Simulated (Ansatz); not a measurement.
The cell below belongs to a search over invented structures; it isn't taken from experiment.

Input and command of a plane-wave DFT calculation in Ansatz:

```yaml
crystal:
  lattice:
    - [2.713179711, 1.5664550365, 4.1025173846]
    - [-2.713179711, 1.5664550365, 4.1025173846]
    - [0.0, -3.132910073, 4.1025173846]
  atoms:
    - { symbol: Mg, position: [0.3229495065, 0.3229495065, 0.3229495065] }
    - { symbol: Sn, position: [0.0641543651, 0.0641543651, 0.0641543651] }
    - { symbol: Sn, position: [0.8069351699, 0.8069351699, 0.8069351699] }
    - { symbol: "N", position: [0.5906558498, 0.5906558498, 0.5906558498] }
    - { symbol: "N", position: [0.4981680888, 0.4981680888, 0.4981680888] }
basis:
  ecutwfc: 420
kpoints:
  mp_grid: { grid: [12, 12, 12] }
hamiltonian:
  xc: pbe
scf:
  occupations: { method: gaussian, width: 0.1 }
output:
  forces: true
  stress: true
  eigenvalues: true
relax:
  adjacent_minimum: "off"
  f_tol: 0.01
  max_steps: 80
  cell: { stress_tol: 0.05 }
```

```bash
ansatz run input.yaml --threads 1 --pin off --max-ram 2560MiB --backend cpu --events-out ev --progress --plain --runs-dir out
```

Processor: Intel(R) Xeon(R) Processor @ 2.70GHz, 1 thread, on a host shared with other jobs.

Task: Estimate time, memory and problem size.

Result: About 5.2 min, peak memory 0.73 GiB. It solves 29 bands at 189 k points (after reduction by symmetry) with about 2059 plane waves (on the last cell), in 40 SCF iterations over 6 ionic steps.
